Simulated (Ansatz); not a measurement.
PtOS (Janus 2H monolayer) (no longer in that coordination) was put through Ansatz (plane waves). The cell was relaxed with r2SCAN and then strained (uniaxial +1.0 % along y, other directions held), with the atoms relaxed again with r2SCAN; k points keep the names of the unstrained zone.

The cell:
```cif
data_structure
_symmetry_space_group_name_H-M 'P 1'
_symmetry_Int_Tables_number 1
_cell_length_a 3.3419
_cell_length_b 3.3670
_cell_length_c 29.5034
_cell_angle_alpha 90.000
_cell_angle_beta 90.000
_cell_angle_gamma 119.754
_cell_volume 288.21
loop_
_atom_site_label
_atom_site_type_symbol
_atom_site_fract_x
_atom_site_fract_y
_atom_site_fract_z
_atom_site_occupancy
Pt1 Pt 0.38311 0.76621 0.30393 1
O1 O 0.58837 0.17673 0.35082 1
S1 S 0.69519 0.39039 0.26040 1
```
Periodic in the plane only; c spans the vacuum.

What the program printed (shortened):
```
scf.n_extra_bands = 4 over 15 filled bands (N_el = 30.0): the run solves 19 bands
Pseudopotential: Pt, paw, valence charge 18, recommended cutoff 420 eV (normal)
Pseudopotential: O, paw, valence charge 6, recommended cutoff 420 eV (normal)
Pseudopotential: S, paw, valence charge 6, recommended cutoff 420 eV (normal)
Functional definition: PBE
Crystal: 3 atoms, lattice volume = 288.213 Å³
Basis set: ecut = 420 eV, 5695 PW (Γ)
Symmetry: 2 space group operations
Space group: Cm (ITA 8)
k-points: 43 of 144 (time reversal used)
preconditioner: auto → none  [insulator: Δε(μ)=0.252 eV  σ=0.020 eV  ℏωp=10.3 eV]
SCF 1 converged in 10 iterations: F = -13989.242906 eV  dr2 = 7.37e-8
NSCF: frozen V_eff on 5 k-points
WARN: The output density's exchange-correlation potential varies sharply where the density is thin. Do not read a vacuum level from v_tot or v_xc, or from such a field of the output density. […]
Free energy (F): -13989.242906 eV
Internal energy: -13989.242862 eV  (E = F + TS)
E sigma→0 (E₀):  -13989.242884 eV
Entropy (-TS):   -0.000045 eV (-0.015 meV/atom)
Fermi energy:    -6.196720 eV
--- Per-component energies (eV) ---
  E_band       = -845.738505
  E_kinetic    = 913.491186
  E_local      = -54877.830972
  E_nonlocal   = 276.101841
  E_hartree    = 26825.409719
  E_xc         = -429.943761
  E_vxc        = -480.673981
  E_paw        = -10210.971835
  E_vpaw       = -327.655045
  E_ewald      = 23514.498477
  E_smearing   = -0.000045
--- Forces (eV/Å), atoms counted from 1 ---
  atom   1  Pt      0.00000    -0.37347    -0.17512
  atom   2  O       0.00000      0.25462      0.42428
  atom   3  S       0.00000      0.11885    -0.24911
--- 2D stress c σ (N/m, compression-positive) ---
       -2.701315       0.000000       0.000000
        0.000000       6.252366       0.000000
        0.000000       0.000000       0.000000
  P = ½ c Tr σ = 1.7755 N/m
--- Band table (eV; the first three rows and the last of 43) ---
  k-point 0: bands = […, -11.7188, -9.8206, -9.1899, -7.7134, -7.2679, -6.3612, -4.8490, -4.7152, -2.8891, -1.7145]
  k-point 1: bands = […, -11.7395, -9.9139, -9.3571, -7.6182, -7.2789, -6.3272, -4.9648, -4.9290, -2.7046, -1.5869]
  k-point 2: bands = […, -11.7183, -10.0875, -9.7900, -7.4556, -7.3656, -6.3129, -5.4186, -5.1075, -2.2010, -1.2157]
  k-point 42: bands = […, -11.1465, -10.1281, -9.7233, -9.0228, -7.6940, -6.6694, -5.8585, -4.8756, -1.1320, 0.4933]
```

Levels at the listed points, from bands.tsv (eV from the Fermi energy, bands near the gap, counted from 0):
```tsv
# k_distance	band_10	band_11	band_12	band_13	band_14	band_15	band_16	band_17	band_18
# fermi_ev = -6.196720
# [0, 0, 0] at k_distance = 0.000000
# [0.5, 0, 0] at k_distance = 1.082810
# [0.3333333333, 0.3333333333, 0] at k_distance = 1.704869
# [0.2, 0, 0] at k_distance = 2.600460
# [0, 0.140625, 0] at k_distance = 2.986490
# levels_relative_to = fermi_ev
0.000	-3.624	-2.993	-1.517	-1.071	-0.164	1.348	1.481	3.308	4.482
1.083	-4.213	-2.873	-2.446	-1.461	-0.799	0.121	1.548	4.525	5.999
1.705	-4.365	-3.737	-2.820	-1.840	-0.731	0.495	1.272	5.587	6.454
2.600	-3.961	-3.237	-1.972	-0.924	-0.454	0.769	1.349	4.688	5.187
2.986	-3.840	-3.438	-1.303	-1.124	-0.108	0.907	1.147	3.814	4.841
```
In order the rows are Γ, M, K, Γ–M (0.40), (0, 0.141, 0).

**Question.** Which of these blocks stood in the input: relax, gw, phonons, dielectric, magnetization (spin_orbit)?

**Answer.** None of them. A single point prints forces and stress when the output block asks for them.

**Question.** Which k mesh was typed?

**Answer.** 12×12×1, Γ-centred.

**Question.** How were the bands filled?

**Answer.** With smearing of width σ = 0.02 eV (Fermi-Dirac in this run).

Run as `ansatz run input.yaml --threads 2 --pin off --max-ram 20275MiB --backend cpu --events-out ev --progress --plain --runs-dir out`. Wall time 11 s on 2 threads of AMD EPYC 7R13 Processor (Zen 3), on a shared host, load about 1.9 per core; peak host memory 0.8 GiB.

These are computed values for a spin-unpolarised cell that may be hypothetical; none is a measurement.

No spin-orbit coupling is included; it can move band edges with weight on the heavy atoms by tenths of an eV.
